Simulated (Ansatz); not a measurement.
The start is a relaxed Ga cell, doubled along one cell vector, shaken by Gaussian noise of σ = 0.08 Å a coordinate. The cell and all atomic positions are relaxed at zero pressure with PBE (plane waves to 420 eV, PAW, scalar-relativistic; Ansatz, a first-principles code). The first steps use a coarse 5×9×12 k-mesh.

Input geometry:
```yaml
crystal:
  lattice:
    - [8.90409, 0.00000, 0.00000]
    - [-2.22602, 3.85558, 0.00000]
    - [0.00000, 0.00000, 2.76184]
  atoms:
    - { symbol: Ga, position: [0.16160, 0.65381, 0.04651] }
    - { symbol: Ga, position: [0.65224, 0.63495, 0.99293] }
    - { symbol: Ga, position: [0.32065, 0.31666, 0.95128] }
    - { symbol: Ga, position: [0.83714, 0.32605, 0.02669] }
```

**Question.** Does it find its way back to the structure it was made from?

**Answer.** It does not go back: it reaches Immm (No. 71), 0.11 eV/atom below the parent.

**Question.** What band gap does the relaxed structure have at this level?

**Answer.** No gap (metallic).

**Question.** What does it relax into? Give the structure.

**Answer.** 
```cif
data_Ga4
_chemical_formula_sum 'Ga4'
_space_group_name_H-M_alt 'Immm'
_space_group_IT_number 71
_space_group_name_Hall '-I 2 2'
_cell_length_a 2.80754
_cell_length_b 4.07192
_cell_length_c 7.52226
_cell_angle_alpha 90.000
_cell_angle_beta 90.000
_cell_angle_gamma 90.000
loop_
_space_group_symop_operation_xyz
  'x, y, z'
  '-x, -y, -z'
  '-x, -y, z'
  'x, y, -z'
  'x, -y, -z'
  '-x, y, z'
  '-x, y, -z'
  'x, -y, z'
  'x+1/2, y+1/2, z+1/2'
  '-x+1/2, -y+1/2, -z+1/2'
  '-x+1/2, -y+1/2, z+1/2'
  'x+1/2, y+1/2, -z+1/2'
  'x+1/2, -y+1/2, -z+1/2'
  '-x+1/2, y+1/2, z+1/2'
  '-x+1/2, y+1/2, -z+1/2'
  'x+1/2, -y+1/2, z+1/2'
loop_
_atom_site_label
_atom_site_type_symbol
_atom_site_symmetry_multiplicity
_atom_site_Wyckoff_symbol
_atom_site_fract_x
_atom_site_fract_y
_atom_site_fract_z
_atom_site_occupancy
Ga1 Ga 4 i 0.00000 0.00000 0.16981 1
```
(The calculation used a cell of 2 atoms; values per cell refer to that cell.)

Final values are on a 20×20×20 k-mesh of the relaxed cell. No spin polarisation in the result.

The relaxed structure here is a generated cell of Ga: the first start was made by placing the elements on the sites of a structure type, and the end was not matched to a known phase here, so it may be hypothetical. Known forms of Ga include space group No. 64.
